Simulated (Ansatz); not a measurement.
This run works on a proposed trial structure, not on a known crystal.

Input and command of a plane-wave DFT calculation in Ansatz:

```yaml
crystal:
  lattice:
    - [4.642, 0.0, 0.0]
    - [0.0, 4.245, 0.0]
    - [-2.32112074, 0.0, 6.70034921]
  atoms:
    - { symbol: Al, position: [0.2667, 0.75, 0.2] }
    - { symbol: Al, position: [0.7333, 0.25, 0.8] }
    - { symbol: Ru, position: [0.1333, 0.25, 0.6] }
    - { symbol: Ru, position: [0.8667, 0.75, 0.4] }
    - { symbol: Ru, position: [0.5333, 0.25, 0.4] }
    - { symbol: Ru, position: [0.0667, 0.75, 0.8] }
    - { symbol: Ru, position: [0.3333, 0.25, 0.0] }
    - { symbol: Ru, position: [0.4667, 0.75, 0.6] }
    - { symbol: Ru, position: [0.9333, 0.25, 0.2] }
    - { symbol: Ru, position: [0.6667, 0.75, 0.0] }
basis:
  ecutwfc: 420
kpoints:
  mp_grid: { grid: [4, 4, 3] }
hamiltonian:
  xc: pbe
scf:
  occupations: { method: gaussian, width: 0.2 }
  lower_state_search: "off"
output:
  forces: true
  stress: true
  eigenvalues: true
relax:
  adjacent_minimum: "off"
  f_tol: 0.08
  max_steps: 16
  cell: { stress_tol: 0.8 }
```

```bash
ansatz run input.yaml --threads 1 --pin off --max-ram 2560MiB --backend cpu --events-out ev --progress --plain --runs-dir out
```

Processor: Arm Neoverse V2, 1 thread, on a host shared with other jobs.

How long does it run, and how much memory does it take?

About 67 s, peak memory 0.49 GiB. It solves 81 bands at 21 k points (after reduction by symmetry) with about 2679 plane waves (on the last cell), in 31 SCF iterations over 5 ionic steps.
